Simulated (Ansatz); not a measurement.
HfTl$_{2}$PbS$_{4}$: reading a single point

```
CELL_PARAMETERS angstrom
0.00000 8.15693 0.00000
7.67745 -4.07847 0.00000
2.19925 0.00000 -6.34356
ATOMIC_POSITIONS crystal
Pb 0.62245 0.00000 0.75000
Pb 0.37755 0.00000 0.25000
Tl 0.62211 0.49620 0.77141
Tl 0.12591 0.50380 0.72859
Tl 0.37789 0.50380 0.22859
Tl 0.87409 0.49620 0.27141
Hf 0.12311 0.00000 0.75000
Hf 0.87689 0.00000 0.25000
S 0.20173 0.19744 0.99644
S 0.00429 0.80256 0.50356
S 0.79827 0.80256 0.00356
S 0.99571 0.19744 0.49644
S 0.45103 0.21746 0.53310
S 0.23357 0.78254 0.96690
S 0.54897 0.78254 0.46690
S 0.76643 0.21746 0.03310
```

Level: LDA, no spin polarisation; 420 eV; 4×4×4 Γ-centred mesh; fermi-dirac occupations (width 0.1 eV); Ansatz 0.2.0, fixed geometry.

Forces: The largest is on S11 (and as large on other atoms): 0.48 eV/Å, components (0.44, 0.19, -0.02). It makes 43° with the line to a nearest neighbour, Hf8 at 2.59 Å, pointing towards it.
Stress: The pressure is -3.1 GPa (compression positive), so with the atoms held at these fractions the cell would first shrink.
Electronic structure: The gap is 0.66 eV, indirect (the least direct gap found is 1.60 eV).
Band edges: Within 0.7 eV of the edges, the states project mainly on S p (71 %) and Tl s (13 %) below the gap and on Tl p (43 %), Pb p (16 %) and Hf d (15 %) above it.

Origin: a known structure type with other elements, at an estimated volume, so it need not be a known compound. Caveats: no spin-orbit coupling, which can shift this gap by tenths of an eV.
